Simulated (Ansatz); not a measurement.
**Data sheet: BeS (DFT)**

BeS:
```
BeS
1.0
    5.92134     0.00000     0.00000
    0.00000     3.48500     0.00000
    0.00000     0.00000     5.96919
Be S
4 4
Direct
  0.14524   0.25000   0.90521
  0.35476   0.75000   0.40521
  0.85476   0.75000   0.09479
  0.64524   0.25000   0.59479
  0.78255   0.25000   0.91499
  0.71745   0.75000   0.41499
  0.21745   0.75000   0.08501
  0.28255   0.25000   0.58501
```

Space group Pnma (No. 62); conventional cell a = 5.921 Å, b = 3.485 Å, c = 5.969 Å, α = β = γ = 90.00°.

Method: r²SCAN+D4 (plane waves, PAW; program Ansatz). Geometry: relaxed at this level of theory. Other levels are named where they apply.

Cell and energy:

| Quantity | Value |
|---|---|
| Volume per atom | 15.40 Å³ |
| Density | 2.21 g/cm³ |
| Formation energy from the elements (no fitted shifts) | -1134 meV/atom |

Electronic structure:

| Property | Result |
|---|---|
| Band gap | 4.22 eV (indirect) |
| Valence-band maximum | on the Y–Γ line, 91 % of the way from Y (k = 0.000, -0.047, 0.000 in fractions of the reciprocal vectors) |
| Conduction-band minimum | on the Y–Γ line, 24 % of the way from Y (k = 0.000, 0.380, 0.000 in fractions of the reciprocal vectors) (2 equivalent valleys) |
| Smallest direct gap on the standard path | 4.46 eV |
| Electron effective mass | 0.42, 0.52, 0.71 mₑ (principal values) |
| Hole effective mass | 0.38, 1.7, 7.9 mₑ (principal values) |
| HSE06 gap on the r²SCAN+D4 cell | 4.77 eV |

Mechanics:

| Item | Value |
|---|---|
| Bulk modulus (Birch–Murnaghan fit) | 476 kbar |
| Pressure derivative B′ | 5.7 |
| Elastic constants (relaxed ions, GPa) | C11 = 54.3, C22 = 175, C33 = 168, C12 = 18.6, C13 = 24.8, C23 = 57.9, C44 = 56.2, C55 = 52.0, C66 = 26.4 |
| Mechanical stability | stable (all eigenvalues of C positive) |
| Hill bulk and shear moduli | 56.2 and 42.9 GPa |
| Young's modulus | 103 GPa |
| Poisson's ratio | 0.20 |
| Debye temperature from the elastic constants | 581 K |

Charges:

| Item | Value |
|---|---|
| Bader charges | Be +1.68, S -1.68 e |

The start of the workflow was typed in or built on a structure type; neither database checked (COD, Materials Project) lists it. COD files the formula under space group No. 216. Whether it is the stable phase at ambient conditions was not checked. The r²SCAN+D4 relaxation kept the symmetry of its start; its stability against distortions is not shown here. The volume moved by 24 % from the start of the relaxation. The references are the lowest solids computed at this level, not always the standard phases.

Potentials: the earlier of the program's two PAW sets. The files were generated under PBE; for other functionals the program regenerates the frozen cores, and for LDA and PBEsol the local potential too.
